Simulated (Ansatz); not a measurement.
## A vibration from a frozen displacement in In3As

All numbers below come from DFT PBE+D3(BJ), scalar-relativistic, plane waves, PAW (Ansatz). Cutoff 420 eV, Γ-centred 10×10×10 k-points, Gaussian smearing of 0.15 eV. No spin polarisation. Energies are free energies at this smearing, counted from the undisturbed cell; pressure is positive in compression.

Zero of the scan (relaxed at this level; it needn't be the usual structure):

```xyz
4
Lattice="4.6021 0.0000 0.0000 0.0000 4.6021 0.0000 0.0000 0.0000 4.6021" Properties=species:S:1:pos:R:3 pbc="T T T"
In    0.0000    2.3011    2.3011
In    2.3011    0.0000    2.3011
In    2.3011    2.3011    0.0000
As    0.0000    0.0000    0.0000
```

Every As atom is moved by x along the Cartesian unit vector (0.000, -0.707, -0.707); the cell and all other atoms stay fixed. The cell's volume is 97.47 Å³; the moved atoms weigh 74.922 u together and the others 344.454 u. Some rows repeat others by symmetry and weren't run.

```
  x (Å)  ΔE (meV/cell) total force on the moved atoms along the move (eV/Å) pressure (GPa)
-0.3000         -12.67                                               -0.0158          0.4543
-0.2625         -11.55                                               -0.0420          0.3427
-0.2250          -9.66                                               -0.0570          0.2483
-0.1875          -7.40                                               -0.0624          0.1704
-0.1500          -5.09                                               -0.0595          0.1082
-0.1125          -3.01                                               -0.0502          0.0610
-0.0750          -1.38                                               -0.0359          0.0276
-0.0375          -0.35                                               -0.0187          0.0075
 0.0000           0.00                                                0.0000          0.0007
 0.0375          -0.35                                                0.0187          0.0075
 0.0750          -1.38                                                0.0359          0.0276
 0.1125          -3.01                                                0.0502          0.0610
 0.1500          -5.09                                                0.0595          0.1082
 0.1875          -7.40                                                0.0624          0.1704
 0.2250          -9.66                                                0.0570          0.2483
 0.2625         -11.55                                                0.0420          0.3427
 0.3000         -12.67                                                0.0158          0.4543
```

Problem. What frequency belongs to this motion?

Solution. The force constant is k = −dF/dx = -0.498 eV/Å², from the parabola through x = -0.0375, 0 and 0.0375. In every cell the moved atoms swing against the rest, so the mass is μ = m₁m₂/(m₁ + m₂) = 61.537 u, and ν̃ = 521.5 cm⁻¹ × √(|k|/μ) = 47i cm⁻¹. The pattern needn't be a normal mode: ν̃² is then a weighted mean of the squared nonzero frequencies at the zone centre of this cell, so it lies between the lowest and the highest of them, and at least one of them is imaginary.

Problem. Where does the displacement stop?

Solution. Not within the scan: the energy still falls at its end, so along this line the minimum lies further out.

In a metal these slopes depend on the k mesh and the smearing.

Cost: 9 runs of about 4.8 core-minutes in all, on Intel Xeon 6975P-C (Granite Rapids) (shared hosts).